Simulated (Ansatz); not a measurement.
## How far is PAW off for Tl?

```xyz
1
Lattice="-1.9410 1.9410 1.9022 1.9410 -1.9410 1.9022 1.9410 1.9410 -1.9022" Properties=species:S:1:pos:R:3 pbc="T T T"
Tl    0.0000    0.0000    0.0000
```

The conventional cell has a = 3.882 Å, b = 3.882 Å, c = 3.804 Å, α = 90.00°, β = 90.00°, γ = 90.00°. Around Tl (atom 1) lie 10 Tl at 3.34 to 3.80 Å.

The cell is COD entry 9008555, as deposited and not checked against the literature; nothing was relaxed. The listed cell was then made from it by scaling, straining or moving an atom.

No spin–orbit coupling, which matters for the heavy atoms here.

Levels of theory: DFT, LDA, PAW with Ansatz's default frozen-core files, scalar-relativistic (Ansatz 0.2.0); DFT, LDA, all-electron PAW with datasets made for the crystal, scalar-relativistic (Ansatz 0.2.0); DFT, LDA, all-electron LAPW, scalar-relativistic (Ansatz 0.2.0).

For PAW: a Γ-centred 13×13×13 k mesh, Fermi–Dirac smearing of 0.05 eV, cutoff 420 eV, no spin polarisation; the PAW files were made with PBE, and the program remakes their frozen cores for this functional. The crystal-made all-electron datasets (AE datasets) take a cutoff of 260 eV at this cell. LAPW targets a basis error of 0.25 meV/atom. The Ansatz runs share mesh, smearing and spin set-up. Plane-wave (PAW) pressures include the program's estimate of the Pulay term.

Stress and pressure are positive in compression.

| quantity | PAW | AE datasets | LAPW |
| --- | --- | --- | --- |
| pressure (GPa) | -1.86 | -1.86 | -1.86 |
| stress xx (GPa) | -1.76 | -1.75 | -1.75 |
| stress zz (GPa) | -2.07 | -2.06 | -2.06 |
